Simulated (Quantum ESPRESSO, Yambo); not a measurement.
At a photon energy of 9.25 eV, RPA with local fields on LDA bands shifted by a G0W0 scissor of 2.63 eV (Quantum ESPRESSO and Yambo; 8×8×8 mesh, 55 bands, 3 Ry local-field block, 0.2 eV broadening) gives ε = 3.52 + 1.9i for CsO$_{2}$H$_{3}$ (space group Amm2, No. 38), field along x. Axes are Cartesian, with cell vectors (Å) (4.25, 0.00, 0.00), (0.00, 2.21, 4.02), (0.00, -2.21, 4.02).

### Question
Work out n, κ, the normal-incidence reflectivity, the absorption coefficient and the penetration depth.

### Answer
|ε| = 4.00; n = √((|ε| + ε1)/2) = 1.94, κ = √((|ε| − ε1)/2) = 0.49. R = ((n − 1)² + κ²)/((n + 1)² + κ²) = 0.13. α = 2Eκ/(ħc) with ħc = 197.327 eV nm: 0.0459 per nm = 4.6 × 10⁵ per cm, a 1/e depth of 22 nm. The computed direct gap is 6.72 eV, and the energy scale of the real crystal may differ from it. Excitonic effects are left out, and values at one energy depend on mesh and broadening. The scissor comes from a G0W0 run whose convergence isn't established. Convergence of the RPA response with its 8×8×8 mesh was not tested.

Geometry of the Materials Project entry, not relaxed at this level; primitive cell a = 4.2502 Å, b = c = 4.5918 Å, α = 57.61°, β = γ = 90.00°.

The structure is a Materials Project entry; no match was found in the copy of COD used, and its stability was not checked.
